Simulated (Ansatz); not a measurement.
Fe₂Ge₂O: reading a single point

```yaml
crystal:
  lattice:
    - [0.00000, 3.63314, 0.00000]
    - [3.63314, 0.00000, 0.00000]
    - [1.81657, 1.81657, -4.81559]
  atoms:
    - { symbol: Ge, position: [0.37500, 0.37500, 0.25000] }
    - { symbol: Ge, position: [0.62500, 0.62500, 0.75000] }
    - { symbol: O, position: [0.00000, 0.00000, 0.00000] }
    - { symbol: Fe, position: [0.75000, 0.25000, 0.50000] }
    - { symbol: Fe, position: [0.25000, 0.75000, 0.50000] }
```

Single point in Ansatz 0.2.0 with PBE, with U_eff = 3.46 eV on Fe d (all-electron-ortho-atomic projectors), spin-orbit coupling. Cutoff 420 eV, PAW datasets, 5×5×5 Γ-centred k mesh, fermi-dirac filling (width 0.1 eV).

Magnetic state (reached from a saved solution, and it need not be the lowest): Fe4 along (-0.81, 0.59, -0.02), Fe5 along (-0.81, 0.59, -0.02).

Task: Where is the largest force?

Result: The largest is on Ge1 (and as large on other atoms): 5.74 eV/Å, components (-0.02, -0.01, 5.74). It makes 123° with the line to a nearest neighbour, Fe4 at 2.18 Å.

Task: How large are the moments?

Result: Fe4 1.94, Fe5 1.94 μB of spin moment in Bader basins; net size 3.93 μB a cell.

Task: What does the stress say?

Result: The pressure is 36.9 GPa (compression positive), so with the atoms held at these fractions the cell would first expand; the forces are large, so a full relaxation may end otherwise. The principal stresses 30.8, 39.9, 40.0 GPa differ, so its shape would change too.

Task: Give the Bader charges.

Result: Bader charges in e: Fe +0.11, Ge +0.31, O -0.84. In the mean Ge gives up most and O takes most.

Task: What happens at the Fermi level?

Result: It is a metal, with about 1.6 states/eV a cell as the mean within 0.25 eV of the Fermi level, mostly Fe d (43 %), O p (31 %) and Ge p (15 %).

Origin: a known structure type with other elements, at an estimated volume, so it need not be a known compound. Caveats: another magnetic order, which this cell may not hold, can open a gap; the k mesh is coarse if the cell is a metal; atoms or cell far from equilibrium; the SCF threshold is loose for a stress.
